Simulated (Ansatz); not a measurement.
Polymorphs of AgW, each relaxed with the program Ansatz at the PBE level (PAW):

A: L1₀ or tetragonal B2 (P4/mmm), a = 2.690 Å, b = 2.690 Å, c = 4.568 Å, α = 90.00°, β = 90.00°, γ = 90.00°

B: Pmma, a = 4.6419 Å, b = 2.7337 Å, c = 5.2497 Å, α = 90.00°, β = 90.00°, γ = 90.00°

C: rock salt (Fm-3m), a = b = c = 5.339 Å, α = β = γ = 90.00°

D: CsCl type (Pm-3m), a = 3.217 Å, b = 3.217 Å, c = 3.217 Å, α = 90.00°, β = 90.00°, γ = 90.00°

**Question.** Order them by energy per atom at 0 K (lowest first) at the level PBE.

**Answer.** B (+0 meV/atom), A (+16 meV/atom), D (+512 meV/atom), C (+1363 meV/atom)

Typed or built starts, not in the databases checked: A; B; C; D. All cells were relaxed under the symmetry of their starts (and spin orders); stability against distortions was not tested throughout. Rows with no word on spin ran without spin polarisation. Spin–orbit coupling is left out wherever it is not named.

Energies hold the estimated change up to a 700 eV cutoff; steps of a few meV lie near the error of the meshes.

Potentials: the earlier of the program's two PAW sets.
